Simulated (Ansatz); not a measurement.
ZrO2 (fluorite, Fm-3m) under volume change, HSE06 (plane waves, PAW; program Ansatz), scaled uniformly.

```json
[
 {"V (Å³/atom)": "9.881", "E − E(relaxed) (meV/atom)": "84.8", "P (GPa)": "30.14"},
 {"V (Å³/atom)": "10.207", "E − E(relaxed) (meV/atom)": "35.8", "P (GPa)": "18.51"},
 {"V (Å³/atom)": "10.532", "E − E(relaxed) (meV/atom)": "8.5", "P (GPa)": "8.55"},
 {"V (Å³/atom)": "10.858", "E − E(relaxed) (meV/atom)": "0.0", "P (GPa)": "0.02"},
 {"V (Å³/atom)": "11.184", "E − E(relaxed) (meV/atom)": "7.6", "P (GPa)": "-7.30"},
 {"V (Å³/atom)": "11.510", "E − E(relaxed) (meV/atom)": "29.0", "P (GPa)": "-13.57"},
 {"V (Å³/atom)": "11.835", "E − E(relaxed) (meV/atom)": "62.1", "P (GPa)": "-18.94"}
]
```

**Question.** What does a third-order Birch–Murnaghan fit give for V₀, B₀ and B′?

**Answer.** V₀ = 10.86 Å³/atom, B₀ = 263 GPa, B′ = 4.1.

This is a known high-temperature phase of the composition, computed here at zero pressure and temperature. The cell was relaxed with HSE06 under the symmetry of its start; its stability against distortions is not shown here. The run is not spin-polarised.

Potentials: the later of the program's two PAW sets.
